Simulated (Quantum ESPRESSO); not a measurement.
# SiC (P6₃mc) under small displacements

```xyz
4
Lattice="3.0735 0.0000 0.0000 -1.5368 2.6617 0.0000 0.0000 0.0000 5.0452" Properties=species:S:1:pos:R:3 pbc="T T T"
Si     0.0000     1.7745     2.5206
Si     1.5368     0.8872     5.0432
C      0.0000     1.7745     4.4166
C      1.5368     0.8872     1.8940
```
The cell comes from the Materials Project (a computed structure). It is SiC in P6₃mc. Stability against distortions was not tested.

The last row's change in full: Si1 and its equivalents moved by 0.04 Å along (0.00, 0.00, -1.00), space group kept; the other rows go along the same path.

Method: shieldings by GIPAW with PBE in a modified build of Quantum ESPRESSO, on JTH PAW datasets, 20 Ha, k-mesh 9×9×5 shifted, f-sum rule met within 0.053 %. Values are those of the named site's first atom. Shieldings are absolute and leave out the bulk-susceptibility term; a larger σ means a smaller chemical shift. By our sweeps, such settings leave a few ppm in absolute σ. No d partial waves on Si: the paramagnetic term there is incompletely reconstructed.

Unchanged cell: σ_iso Si (ppm) = 358.1.

**Question.** How do these values move along the path (displacement (Å): -0.04, +0.04)?

**Answer.** 
```json
[
 {"displacement (Å)": "-0.04", "σ_iso Si (ppm)": "356.1"},
 {"displacement (Å)": "0", "σ_iso Si (ppm)": "358.1"},
 {"displacement (Å)": "+0.04", "σ_iso Si (ppm)": "360.4"}
]
```
